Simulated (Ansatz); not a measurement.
A distorted cell of AlNi (CsCl type):

```
CELL_PARAMETERS angstrom
      2.86315     0.00000     0.00000
      0.00000     2.86315     0.00000
      0.00000     0.00000     2.86315
ATOMIC_POSITIONS crystal
  Al 0.89662 0.00000 0.00000
  Ni 0.50000 0.50000 0.50000
```

The numbers are results of r2SCAN (plane waves to 500 eV, PAW, scalar-relativistic; Ansatz, a quantum-chemistry and plane-wave program), not measurements. k mesh 13×13×13 (Γ-centred), Fermi-Dirac smearing 0.05 eV. Energies are smeared free energies. Stress and pressure are positive under compression. With partly filled bands, energies and forces of such displacements shift with the k mesh and the smearing. AlNi is run without spin polarisation. AlNi was relaxed with its symmetry unable to fall.

**Question.** What forces act on the atoms (eV/Å, Cartesian)?

**Answer.** 
```csv
atom,Fx,Fy,Fz
Al1,1.908,0.000,0.000
Ni2,-1.908,0.000,0.000
```

**Question.** Give the stress tensor in GPa and the pressure.

**Answer.** 
```
    2.8      0.0      0.0
    0.0      7.5      0.0
    0.0      0.0      7.5
```
The pressure, a third of the trace, is 5.9 GPa.

**Question.** In it atom 1 sits (-0.296, 0.000, 0.000) Å away from its relaxed site. What is its energy relative to the relaxed cell?

**Answer.** 283 meV/cell.

(For displaced atoms, the force is minus the slope of the energy, and its curvature is a force constant, which sets phonon frequencies.)
